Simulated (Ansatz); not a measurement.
Starting structure of a cell relaxation (symmetry kept):

```xyz
4
Lattice="2.8862 0.0000 0.0000 -1.4431 2.4995 0.0000 0.0000 0.0000 10.0000" Properties=species:S:1:pos:R:3 pbc="T T T"
Ag    0.0000    1.6663    2.5000
Ag    1.4431    0.8332    7.5000
Ag    0.0000    0.0000    0.0000
Ag    0.0000    0.0000    5.0000
```

Theory: DFT r2SCAN, scalar-relativistic, plane waves, PAW in Ansatz.

Plane waves to 500 eV, a k mesh through Γ of 18×18×4 on the computed 4-atom cell and Gaussian smearing (0.10 eV); no spin polarisation.

Q: What does it relax to?

A: The volume drops by 0.74 Å³/atom to 17.30 Å³/atom, and the energy falls by 20.2 meV/atom. Final structure:
```cif
data_structure
_symmetry_space_group_name_H-M 'P6_3/mmc'
_symmetry_Int_Tables_number 194
_cell_length_a 2.9052
_cell_length_b 2.9052
_cell_length_c 9.4670
_cell_angle_alpha 90.000
_cell_angle_beta 90.000
_cell_angle_gamma 120.000
_cell_volume 69.20
loop_
_atom_site_label
_atom_site_type_symbol
_atom_site_symmetry_multiplicity
_atom_site_Wyckoff_symbol
_atom_site_fract_x
_atom_site_fract_y
_atom_site_fract_z
_atom_site_occupancy
Ag1 Ag 2 c 0.33333 0.66667 0.25000 1
Ag2 Ag 2 a 0.00000 0.00000 0.00000 1
```

This form isn't the element's structure at ambient conditions.

Cost: 1 run of about 5.5 core-minutes, on AMD EPYC 7R43 (Zen 3) (shared hosts).